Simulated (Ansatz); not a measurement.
FeSi2:
Space group P4/mmm (No. 123); a = b = 2.6766 Å, c = 5.1062 Å, α = β = γ = 90.00°

```json
[
 {"atom": "Fe", "site": "1a", "symmetry": "4/mmm", "x": "0.0000", "y": "0.0000", "z": "0.0000"},
 {"atom": "Si", "site": "2h", "symmetry": "4mm", "x": "0.5000", "y": "0.5000", "z": "0.2718"}
]
```

Relaxed at zero pressure with the program Ansatz at the PBEsol level (PAW).

The volume is raised by 3 % and shape and atoms relax at that volume. What pressure results, and how do the axes share the change?

-5.4 GPa; a 1.1 %, b 1.1 %, c 0.7 %; the energy rises by 6 meV/atom.

Give the new structure.


Space group P4/mmm (No. 123); a = 2.707 Å, b = 2.707 Å, c = 5.142 Å, α = 90.00°, β = 90.00°, γ = 90.00°

```json
[
 {"atom": "Fe", "site": "1a", "symmetry": "4/mmm", "x": "0.0000", "y": "0.0000", "z": "0.0000"},
 {"atom": "Si", "site": "2h", "symmetry": "4mm", "x": "0.5000", "y": "0.5000", "z": "0.2708"}
]
```

The phase is kept; no other phase was compared at this pressure.

The workflow started from a Materials Project entry (that database holds measured and hypothetical structures alike); the Crystallography Open Database files this formula in space group No. 123, but the cells were not matched. Whether it is the stable phase at ambient conditions was not checked. The PBEsol relaxation kept the symmetry of its start; of distortions, only those at the zone centre were tested. No spin polarisation was allowed.

Potentials: the later of the program's two PAW sets.
